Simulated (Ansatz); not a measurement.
V₂SiB₂:
Space group P-6m2 (No. 187); a = b = 2.9852 Å, c = 6.6077 Å, α = β = 90.00°, γ = 120.00°

| atom | site | symmetry | x | y | z |
|---|---|---|---|---|---|
| V | 2h | 3m. | 0.3333 | 0.6667 | 0.2785 |
| Si | 1a | -6m2 | 0.0000 | 0.0000 | 0.0000 |
| B | 1b | -6m2 | 0.0000 | 0.0000 | 0.5000 |
| B | 1f | -6m2 | 0.6667 | 0.3333 | 0.5000 |

Relaxed at zero pressure with DFT-PBE in the program Ansatz with PAW potentials.

Problem. The volume is raised by 3 % and shape and atoms relax at that volume. What pressure results, and how do the axes share the change?

Solution. -6.0 GPa; a 0.9 %, b 0.9 %, c 1.1 %; the energy rises by 6 meV/atom.

Problem. Give the new structure.

Solution. 
Space group P-6m2 (No. 187); a = b = 3.013 Å, c = 6.679 Å, α = β = 90.00°, γ = 120.00°

```tsv
atom	site	symmetry	x	y	z
V	2h	3m.	0.3333	0.6667	0.2797
Si	1a	-6m2	0.0000	0.0000	0.0000
B	1b	-6m2	0.0000	0.0000	0.5000
B	1f	-6m2	0.6667	0.3333	0.5000
```

The phase is kept; no other phase was compared at this pressure.

The start of the workflow was typed in or built on a structure type; neither database checked (COD, Materials Project) lists it. Whether it is the stable phase at ambient conditions was not checked. The cell was relaxed with PBE under the symmetry of its start; whether a distortion lowers the energy is not shown. The workflow began spin-polarised and lost its moments.

Potentials: the earlier of the program's two PAW sets.
